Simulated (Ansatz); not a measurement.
Input for Ansatz (plane-wave DFT, PAW):

```yaml
crystal:
  lattice:
    - [3.3348130646, 0.0, 0.0]
    - [-1.1116043549, 3.1440919093, 0.0]
    - [0.0, 0.0, 24.4457269306]
  atoms:
    - { symbol: Tl, position: [0.5, 0.5, 0.3477090301] }
    - { symbol: Tl, position: [0.0, 0.0, 0.4590930553] }
    - { symbol: Tl, position: [0.5, 0.5, 0.5704770805] }
    - { symbol: C, position: [0.75, 1.0, 0.6334737754] }
basis:
  ecutwfc: 420
kpoints:
  mp_grid: { grid: [9, 9, 1] }
hamiltonian:
  xc: pbesol
scf:
  occupations: { method: gaussian, width: 0.1 }
output:
  forces: true
  eigenvalues: true
  write_density: true
  write_potential: true
  elf: true
  volumetric_format: npy
relax:
  adjacent_minimum: "off"
  f_tol: 0.02
  max_steps: 25
  constraints: [{ sites: [0, 1, 2] }, { site: 3, fix: xy }]
efield:
  axis: 3
  dipole_correction: true
  ramp_width: 0.04
```

Command:
```bash
ansatz run input.yaml --threads 1 --pin off --max-ram 3072MiB --backend cpu --events-out ev --progress --plain --runs-dir out
```

All numbers below come from DFT PBEsol, scalar-relativistic, plane waves, PAW (Ansatz).

Part of what the program printed, abridged:

```
Pseudopotentials: kind: paw
Pseudopotential: Tl, paw, valence charge 13, recommended cutoff 420 eV (normal)
Pseudopotential: C, paw, valence charge 4, recommended cutoff 420 eV (normal)
Functional definition: PBEsol
Crystal: 4 atoms, lattice volume = 256.312 Å³
Basis set: ecut = 420 eV, 5023 PW (Γ), exchange–correlation on 48×48×360 points (8 copies of the dense FFT grid, shifted against one another)
Bands: 26, of which v1, the nominal top of the filled ones, is band 22 counted from 1 (21 counted from 0)
Symmetry: 1 space group operations
Space group: P1 (ITA 1), of the structure as read, at distance tolerance 6.4e-5 Å
k-points: 41 of 81 (time reversal used)
Initial density: superposition of atomic densities (neutral atoms: chi_scale 0, normalization atom), corrected by the library's trained network
Initial wavefunctions: pseudopotential atomic-orbital guess
Functional: x = pbesol(κ = 0.804, μ = 0.12345679), c = pbesol(β = 0.046)
SCF iter   1: F=—  HF=-34127.455147 eV  |F-HF|=—  |Δ(HF+E_count)|=         —  Δρ=8.94e-3  dr2=1.97e0  ethr=1.77e-3  p=-0.186 e·Å  D=-1.31e-1 V/Å  ΔV_dip=3.21 eV  dr2_dipole=7.42e-1  V_vac-E_F(+/−)=6.73/3.52 eV  ⟨swp⟩=6.9  Hψ=5408  notcnv=0
efield: sawtooth ramp at fractional position 0.9706 (placed from the atoms, in the widest stretch of the axis that holds none; the zero of the levels goes with the place), width 0.0400; the density the first Hamiltonian is built on has a dipole p = -0.186 e·Å; the dipole correction subtracts the counter field D = -1.31e-1 V/Å, which shifts the + side's vacuum level by +3.21 eV against the − side's; the planar-averaged density in the ramp window peaks in size at 1.6e-6 e/Å³
SCF iter   2: F=—  HF=-34127.391546 eV  |F-HF|=—  |Δ(HF+E_count)|=   6.36e-2  Δρ=2.65e-3  dr2=2.47e-2  ethr=1.77e-3  p=-0.163 e·Å  D=-1.15e-1 V/Å  ΔV_dip=2.81 eV  dr2_dipole=4.25e-3  V_vac-E_F(+/−)=6.44/3.63 eV  ⟨swp⟩=1.8  Hψ=1469  notcnv=0  defer=12
SCF iter   3: F=—  HF=-34127.391822 eV  |F-HF|=—  |Δ(HF+E_count)|=   2.77e-4  Δρ=1.07e-3  dr2=6.67e-3  ethr=5.74e-5  p=-0.165 e·Å  D=-1.16e-1 V/Å  ΔV_dip=2.85 eV  dr2_dipole=9.02e-4  V_vac-E_F(+/−)=6.45/3.60 eV  ⟨swp⟩=2.2  Hψ=1986  notcnv=0  defer=12
SCF iter   4: F=—  HF=-34127.391227 eV  |F-HF|=—  |Δ(HF+E_count)|=   5.96e-4  Δρ=3.00e-4  dr2=3.21e-4  ethr=1.55e-5  p=-0.165 e·Å  D=-1.17e-1 V/Å  ΔV_dip=2.85 eV  dr2_dipole=7.33e-7  V_vac-E_F(+/−)=6.44/3.59 eV  ⟨swp⟩=2.2  Hψ=1915  notcnv=0  defer=12
SCF iter   5: F=—  HF=-34127.391177 eV  |F-HF|=—  |Δ(HF+E_count)|=   4.96e-5  Δρ=8.33e-5  dr2=3.65e-5  ethr=7.45e-7  p=-0.166 e·Å  D=-1.17e-1 V/Å  ΔV_dip=2.86 eV  dr2_dipole=3.38e-7  V_vac-E_F(+/−)=6.45/3.59 eV  ⟨swp⟩=2.0  Hψ=1930  notcnv=0  defer=12
SCF iter   6: F=-34127.391174 eV  HF=-34127.391175 eV  |F-HF|=6.11e-7  |Δ(HF+E_count)|=   2.39e-6  Δρ=2.54e-5  dr2=2.61e-6  ethr=2.33e-8  p=-0.166 e·Å  D=-1.17e-1 V/Å  ΔV_dip=2.87 eV  dr2_dipole=1.76e-8  V_vac-E_F(+/−)=6.45/3.58 eV  ⟨swp⟩=16.2  Hψ=12291  notcnv=0
SCF iter   7: F=-34127.391175 eV  HF=-34127.391175 eV  |F-HF|=2.50e-9  |Δ(HF+E_count)|=   6.81e-7  Δρ=7.13e-6  dr2=1.88e-7  ethr=6.07e-9  p=-0.166 e·Å  D=-1.17e-1 V/Å  ΔV_dip=2.87 eV  dr2_dipole=1.44e-8  V_vac-E_F(+/−)=6.45/3.58 eV  ⟨swp⟩=9.2  Hψ=9610  notcnv=0
SCF 1 converged in 7 iterations: F = -34127.391175 eV  dr2 = 1.88e-7
relax step   1: F+E_penalty+E_count = -34127.39117526 eV  Δ(F+E_penalty+E_count) = +0.000e0 eV  max|allowed force component| = 7.543e-1 eV/Å  Δτ_max = 0.0000 Å  (7 SCF iters, dr2 threshold 1.00e-5 eV, accepted)
Initial density: handed on by an earlier stage of this run
Initial wavefunctions: those handed on with the density
SCF iter   1: F=—  HF=-34127.485674 eV  |F-HF|=—  |Δ(HF+E_count)|=         —  Δρ=6.75e-3  dr2=5.58e-1  ethr=1.23e-3  p=-0.166 e·Å  D=-1.17e-1 V/Å  ΔV_dip=2.87 eV  dr2_dipole=1.73e-1  V_vac-E_F(+/−)=6.55/3.68 eV  ⟨swp⟩=1.0  Hψ=4501  notcnv=0  defer=9
efield: sawtooth ramp at fractional position 0.9706 (handed on by an earlier solve), width 0.0400; the density the first Hamiltonian is built on has a dipole p = -0.166 e·Å; the dipole correction subtracts the counter field D = -1.17e-1 V/Å, which shifts the + side's vacuum level by +2.87 eV against the − side's; the planar-averaged density in the ramp window peaks in size at 4.3e-7 e/Å³
SCF iter   2: F=—  HF=-34127.462132 eV  |F-HF|=—  |Δ(HF+E_count)|=   2.35e-2  Δρ=1.65e-3  dr2=6.31e-3  ethr=1.23e-3  p=-0.170 e·Å  D=-1.20e-1 V/Å  ΔV_dip=2.94 eV  dr2_dipole=2.96e-4  V_vac-E_F(+/−)=6.53/3.59 eV  ⟨swp⟩=1.9  Hψ=1132  notcnv=0  defer=9
SCF iter   3: F=—  HF=-34127.462027 eV  |F-HF|=—  |Δ(HF+E_count)|=   1.05e-4  Δρ=9.23e-4  dr2=5.36e-3  ethr=1.47e-5  p=-0.163 e·Å  D=-1.15e-1 V/Å  ΔV_dip=2.82 eV  dr2_dipole=8.00e-4  V_vac-E_F(+/−)=6.46/3.64 eV  ⟨swp⟩=2.0  Hψ=1992  notcnv=0  defer=9
SCF iter   4: F=—  HF=-34127.461538 eV  |F-HF|=—  |Δ(HF+E_count)|=   4.89e-4  Δρ=3.33e-4  dr2=4.21e-4  ethr=1.25e-5  p=-0.163 e·Å  D=-1.15e-1 V/Å  ΔV_dip=2.81 eV  dr2_dipole=9.14e-8  V_vac-E_F(+/−)=6.44/3.63 eV  ⟨swp⟩=2.1  Hψ=1880  notcnv=0  defer=9
SCF iter   5: F=—  HF=-34127.461476 eV  |F-HF|=—  |Δ(HF+E_count)|=   6.18e-5  Δρ=9.98e-5  dr2=4.43e-5  ethr=9.80e-7  p=-0.161 e·Å  D=-1.14e-1 V/Å  ΔV_dip=2.78 eV  dr2_dipole=1.86e-7  V_vac-E_F(+/−)=6.42/3.64 eV  ⟨swp⟩=2.0  Hψ=1957  notcnv=0  defer=9
SCF iter   6: F=-34127.461469 eV  HF=-34127.461469 eV  |F-HF|=3.85e-7  |Δ(HF+E_count)|=   7.23e-6  Δρ=2.27e-5  dr2=2.36e-6  ethr=8.27e-8  p=-0.161 e·Å  D=-1.13e-1 V/Å  ΔV_dip=2.77 eV  dr2_dipole=1.69e-7  V_vac-E_F(+/−)=6.41/3.64 eV  ⟨swp⟩=16.5  Hψ=12645  notcnv=0
SCF 2 converged in 6 iterations: F = -34127.461469 eV  dr2 = 2.36e-6
relax step   2: F+E_penalty+E_count = -34127.46146898 eV  Δ(F+E_penalty+E_count) = -7.029e-2 eV  max|allowed force component| = 1.486e-1 eV/Å  Δτ_max = 0.1522 Å  (6 SCF iters, dr2 threshold 3.56e-5 eV, accepted)
SCF iter   1: F=—  HF=-34127.465488 eV  |F-HF|=—  |Δ(HF+E_count)|=         —  Δρ=1.61e-3  dr2=3.48e-2  ethr=5.66e-4  p=-0.161 e·Å  D=-1.13e-1 V/Å  ΔV_dip=2.77 eV  dr2_dipole=1.10e-2  V_vac-E_F(+/−)=6.44/3.66 eV  ⟨swp⟩=2.0  Hψ=1916  notcnv=0  defer=9
efield: sawtooth ramp at fractional position 0.9706 (handed on by an earlier solve), width 0.0400; the density the first Hamiltonian is built on has a dipole p = -0.161 e·Å; the dipole correction subtracts the counter field D = -1.13e-1 V/Å, which shifts the + side's vacuum level by +2.77 eV against the − side's; the planar-averaged density in the ramp window peaks in size at 4.0e-7 e/Å³
SCF iter   2: F=—  HF=-34127.463997 eV  |F-HF|=—  |Δ(HF+E_count)|=   1.49e-3  Δρ=3.78e-4  dr2=3.48e-4  ethr=8.10e-5  p=-0.161 e·Å  D=-1.14e-1 V/Å  ΔV_dip=2.78 eV  dr2_dipole=4.92e-7  V_vac-E_F(+/−)=6.42/3.64 eV  ⟨swp⟩=1.1  Hψ=1399  notcnv=0  defer=8
SCF iter   3: F=—  HF=-34127.464112 eV  |F-HF|=—  |Δ(HF+E_count)|=   1.14e-4  Δρ=2.10e-4  dr2=3.05e-4  ethr=8.10e-7  p=-0.160 e·Å  D=-1.13e-1 V/Å  ΔV_dip=2.76 eV  dr2_dipole=3.78e-5  V_vac-E_F(+/−)=6.41/3.65 eV  ⟨swp⟩=2.0  Hψ=1968  notcnv=0  defer=8
SCF iter   4: F=—  HF=-34127.464085 eV  |F-HF|=—  |Δ(HF+E_count)|=   2.70e-5  Δρ=7.64e-5  dr2=1.82e-5  ethr=7.10e-7  p=-0.160 e·Å  D=-1.13e-1 V/Å  ΔV_dip=2.75 eV  dr2_dipole=4.84e-7  V_vac-E_F(+/−)=6.40/3.65 eV  ⟨swp⟩=2.0  Hψ=1825  notcnv=0  defer=8
SCF iter   5: F=—  HF=-34127.464083 eV  |F-HF|=—  |Δ(HF+E_count)|=   2.01e-6  Δρ=2.01e-5  dr2=1.59e-6  ethr=4.24e-8  p=-0.159 e·Å  D=-1.12e-1 V/Å  ΔV_dip=2.75 eV  dr2_dipole=2.89e-9  V_vac-E_F(+/−)=6.40/3.65 eV  ⟨swp⟩=2.0  Hψ=1944  notcnv=0  defer=8
SCF iter   6: F=-34127.464083 eV  HF=-34127.464083 eV  |F-HF|=2.55e-8  |Δ(HF+E_count)|=   6.61e-8  Δρ=4.81e-6  dr2=1.35e-7  ethr=3.21e-9  p=-0.159 e·Å  D=-1.12e-1 V/Å  ΔV_dip=2.75 eV  dr2_dipole=5.62e-9  V_vac-E_F(+/−)=6.39/3.65 eV  ⟨swp⟩=14.3  Hψ=10376  notcnv=0
SCF 3 converged in 6 iterations: F = -34127.464083 eV  dr2 = 1.35e-7
relax step   3: F+E_penalty+E_count = -34127.46408269 eV  Δ(F+E_penalty+E_count) = -2.614e-3 eV  max|allowed force component| = 1.629e-2 eV/Å  Δτ_max = 0.0318 Å  (6 SCF iters, dr2 threshold 1.38e-6 eV, accepted)
SCF iter   1: F=—  HF=-34127.464091 eV  |F-HF|=—  |Δ(HF+E_count)|=         —  Δρ=4.80e-6  dr2=1.35e-7  ethr=3.15e-10  p=-0.159 e·Å  D=-1.12e-1 V/Å  ΔV_dip=2.75 eV  dr2_dipole=5.82e-9  V_vac-E_F(+/−)=6.39/3.65 eV  ⟨swp⟩=1.0  Hψ=3116  notcnv=0
efield: sawtooth ramp at fractional position 0.9706 (handed on by an earlier solve), width 0.0400; the density the first Hamiltonian is built on has a dipole p = -0.159 e·Å; the dipole correction subtracts the counter field D = -1.12e-1 V/Å, which shifts the + side's vacuum level by +2.75 eV against the − side's; the planar-averaged density in the ramp window peaks in size at 4.1e-7 e/Å³
SCF iter   2: F=-34127.464083 eV  HF=-34127.464083 eV  |F-HF|=3.44e-8  |Δ(HF+E_count)|=   7.84e-6  Δρ=4.00e-6  dr2=6.81e-8  ethr=2.33e-10  p=-0.159 e·Å  D=-1.12e-1 V/Å  ΔV_dip=2.74 eV  dr2_dipole=1.53e-12  V_vac-E_F(+/−)=6.39/3.65 eV  ⟨swp⟩=8.6  Hψ=8762  notcnv=0
SCF 4 converged in 2 iterations: F = -34127.464083 eV  dr2 = 6.81e-8
relax step   4: F+E_penalty+E_count = -34127.46408272 eV  Δ(F+E_penalty+E_count) = -3.657e-8 eV  max|allowed force component| = 1.625e-2 eV/Å  Δτ_max = 0.0000 Å  (2 SCF iters, accepted)
WARN: The output density's exchange-correlation potential varies sharply where the density is thin. Do not read a vacuum level from v_tot or v_xc, or from such a field of the output density. On a cell that repeats whose density bears no net charge and no dipole along the vacuum's axis use v_es (v_loc + v_h of the components); under efield.dipole_correction with no amplitude use v_es + v_field, which holds any external_charges[].barrier, or the levels of the report's work_function block, which leave it out; under a non-zero efield.amplitude the vacuum is tilted and has no level; on a cell that repeats and bears such a dipole with no correction it is tilted too, and efield.dipole_correction wi ...
SCF converged after 2 iterations
Free energy (F): -34127.464083 eV
Harris-Foulkes:  -34127.464083 eV  (|F-HF|=3.44e-8)
Internal energy: -34127.449862 eV  (E = F + TS)
E sigma→0 (E₀):  -34127.456972 eV
Entropy (-TS):   -0.014221 eV (-3.555 meV/atom)
Fermi energy:    0.420971 eV
Dipole field:    D = -0.112272 V/Å  (p = -0.159029 e·Å, saw-weighted, corrected)
Work function:   Φ+ = 6.3925 eV   Φ− = 3.6480 eV
Levels:          The Fermi level and band energies are counted from a zero that moves with the ramp; work functions are not
--- Per-component energies (eV) ---
  E_band       = -383.680515
  E_kinetic    = 1078.115420
  E_local      = -30232.797756  (includes V_loc(G=0)·N_el)
  E_nonlocal   = 985.936305
  E_hartree    = 14547.364331
  E_xc         = -729.082869
  E_vxc        = -479.488852  (∫ρ·V_xc dr)
  E_paw        = -30147.889033  (= ΣΔE_a)
  E_vpaw       = -828.293512  (= ΣTr[D̂ρ^β])
  E_aug_tail   = 0.000104  (compensation charges beyond the density's cutoff)
  E_efield     = 0.008927  (sawtooth field / dipole correction)
  E_vefield    = -1.867685  (∫n·V_field dr)
  E_ewald      = 10370.758813
  E_core_change = 0.135896  (= ΣΔE_core)
  E_smearing   = -0.014221  (= −TS)
--- Forces (eV/Å), atoms counted from 1 ---
  atom   1  Tl     0.04384436     0.01297802     0.02206146
  atom   2  Tl    -0.01432765     0.04497857     0.06912088
  atom   3  Tl    -0.43643369    -1.71611113    -0.07492455
  atom   4  C      0.40691402     1.65815156    -0.01624878
--- Band table (eV; the first three rows and the last of 41) ---
  k-point 0: bands = ["-12.1139", "-11.4652", "-11.4244", "-11.3281", "-11.2886", "-11.1872", "-11.1398", "-11.0324", "-10.9641", "-10.9372", "-10.8473", "-10.8116", "-10.7779", "-10.6723", "-10.6280", "-10.2013", "-8.9668", "-6.9941", "-4.1697", "-0.6988", "1.0605", "1.3920", "1.6892", "3.4896", "4.4675", "5.5517"]
  k-point 1: bands = ["-12.0907", "-11.4506", "-11.3751", "-11.3207", "-11.2526", "-11.1889", "-11.1049", "-11.0183", "-10.9644", "-10.9551", "-10.8483", "-10.8351", "-10.7848", "-10.6944", "-10.6290", "-10.0973", "-8.7450", "-6.7904", "-4.0579", "-0.6218", "0.4761", "1.5374", "1.5986", "3.7243", "4.6390", "5.3666"]
  k-point 2: bands = ["-12.0989", "-11.4517", "-11.3394", "-11.2879", "-11.1916", "-11.1456", "-11.0529", "-10.9919", "-10.9673", "-10.9164", "-10.8644", "-10.8424", "-10.7737", "-10.7079", "-10.6344", "-9.7019", "-8.0922", "-6.2043", "-3.8837", "-1.0557", "0.1888", "1.3885", "1.4725", "2.8724", "3.8531", "4.7210"]
  k-point 40: bands = ["-11.9966", "-11.4176", "-11.3529", "-11.3296", "-11.2879", "-11.1799", "-11.0628", "-11.0163", "-10.9626", "-10.9020", "-10.8310", "-10.7910", "-10.7371", "-10.6593", "-10.4797", "-8.4646", "-6.0159", "-4.6776", "-3.7545", "-1.7942", "-0.8934", "0.0068", "0.5846", "1.2144", "2.8623", "3.6463"]
--- Relaxed structure (4 steps of the walk, 4 accepted, 0 SCFs on fresh bases) ---
  F+E_penalty+E_count = -34127.46408272 eV   max|allowed force component| = 1.625e-2 eV/Å
  atoms:
    - { symbol: Tl, position: [0.5, 0.49999999, 0.3477090301] }
    - { symbol: Tl, position: [0.0, 0.0, 0.45909305] }
    - { symbol: Tl, position: [0.5, 0.49999999, 0.5704770805] }
    - { symbol: C, position: [0.75, 0.99999999, 0.62594775] }
```

The relaxation met its thresholds.

Spin–orbit coupling is left out, which can shift energies with elements as heavy as these.